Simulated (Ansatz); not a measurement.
LaSb (rock salt)

```xyz
2
Lattice="0.0000 3.2264 3.2264 3.2264 0.0000 3.2264 3.2264 3.2264 0.0000" Properties=species:S:1:pos:R:3 pbc="T T T"
La     0.0000     0.0000     0.0000
Sb     3.2264     3.2264     3.2264
```

The slice is a {110} plane (indices of the conventional cell) through the point (0.500, 0.500, 0.500) (fractional), spanned by u = [100] and v = [1 -1 -1] in vectors of this cell: u (4.56 Å) and v (6.45 Å, at 90° to u). It covers one period; positions are fractions (u, v).

Computed with PBEsol (plane waves to 420 eV, PAW, scalar-relativistic; Ansatz, a first-principles code). k mesh 13×13×13. Near the nuclei the fields are pseudised (PAW); where an atom keeps semicore shells as valence, they peak there. LaSb is run without spin polarisation. LaSb was relaxed with its symmetry unable to fall. Spin-orbit coupling is left out, though Sb is heavy.

Three fields on this plane, each scaled to ten steps between its own extremes (0 low, 9 high; the total valence density on a logarithmic scale, the potential cut 8 eV below its top; x marks points blanked near nuclei; v = 0 in the bottom row):

Map A
```
|xxxx0478888740xxx|
|xxxx0688998860xxx|
|xxx047899998740xx|
|00047899999987400|
|23468999999998643|
|34567899999987654|
|00135789999875310|
|00003579999753000|
|xxx003689986300xx|
|xxxx0157887510xxx|
|xxxx0047887400xxx|
|xxxx0047887400xxx|
|xxxx0047887400xxx|
|xxxx0157887510xxx|
|xxx003689986300xx|
|00003579999753000|
|00135789999875310|
|34567899999987654|
|23468999999998643|
|00047899999987400|
|xxx047899998740xx|
|xxxx0688998860xxx|
|xxxx0478888740xxx|
|xxxx0478888740xxx|
```

Map B
```
|xxxx8643223468xxx|
|xxxx7542112457xxx|
|xxx864311113468xx|
|98765321001235678|
|76654210000124566|
|65542100000012455|
|76542100000012456|
|99853100000013589|
|xxx853111111358xx|
|xxxx7421111247xxx|
|xxxx9532112359xxx|
|xxxx9532222359xxx|
|xxxx9532112359xxx|
|xxxx7421111247xxx|
|xxx853111111358xx|
|99853100000013589|
|76542100000012456|
|65542100000012455|
|76654210000124566|
|98765321001235678|
|xxx864311113468xx|
|xxxx7542112457xxx|
|xxxx8643223468xxx|
|xxxx8643223468xxx|
```

Map C
```
|xxxx6984224896xxx|
|xxxx7974114797xxx|
|xxx699631136996xx|
|66789852112589876|
|78887531111357888|
|43332211001122333|
|33110000000000113|
|99620000110000269|
|xxx820001100028xx|
|xxxx6100110016xxx|
|xxxx9200110029xxx|
|xxxx9200110029xxx|
|xxxx9200110029xxx|
|xxxx6100110016xxx|
|xxx820001100028xx|
|99620000110000269|
|33110000000000113|
|43332211001122333|
|78887531111357888|
|66789852112589876|
|xxx699631136996xx|
|xxxx7974114797xxx|
|xxxx6984224896xxx|
|xxxx6884224886xxx|
```

Assign the maps to these fields: electron localisation function (ELF); valence electron density; electrostatic potential energy of an electron, from the cell's mean.

A is the electrostatic potential energy of an electron, from the cell's mean; B is the valence electron density; C is the electron localisation function (ELF).
